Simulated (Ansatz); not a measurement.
A geometry of C away from equilibrium: step 15 of the relaxation of a relaxed C cell displaced along its unstable phonon at q = Γ (1136i cm⁻¹), largest move 0.15 Å. Method: r2SCAN (plane waves to 500 eV, PAW, scalar-relativistic; Ansatz, a quantum-chemistry and plane-wave program). Γ-centred k-mesh 15×15×14 on the run's cell (coarser than for final values), Fermi–Dirac smearing 0.05 eV.

```xyz
2
Lattice="2.4516 0.0000 0.0000 -1.2258 2.1232 0.0000 0.0000 0.0000 3.1515" Properties=species:S:1:pos:R:3:forces:R:3 pbc="T T T" free_energy=-503.254 pressure_GPa=4.0
C      0.0000     1.4155     1.5757    0.0000    0.0000    0.0000
C      1.2258     0.7077     1.5757    0.0000    0.0000    0.0000
```

Positions in Å, forces in eV/Å, free energy of the cell in eV (comparable only within this code, potentials and settings). Largest force: all forces are below 0.005 eV/Å; the geometry lies 0.03 eV/atom above the end of its relaxation.

No spin polarisation in the result. No dispersion correction is included, so spacings between layers, chains or molecules are soft and tend to come out too large.

The run could not lose the symmetry of its start: the end is stationary, and may be a saddle point rather than a minimum.

Of the parent cell (P6₃/mmc (No. 194)): it is a generated cell of C: the first start was made by placing the elements on the sites of a structure type, and the end was not matched to a known phase here, so it may be hypothetical. A known form of C has the same space group but another cell.

The end of the path is a generated cell of C: the first start was made by placing the elements on the sites of a structure type, and the end was not matched to a known phase here, so it may be hypothetical. Known forms of C include space group No. 194, 227.
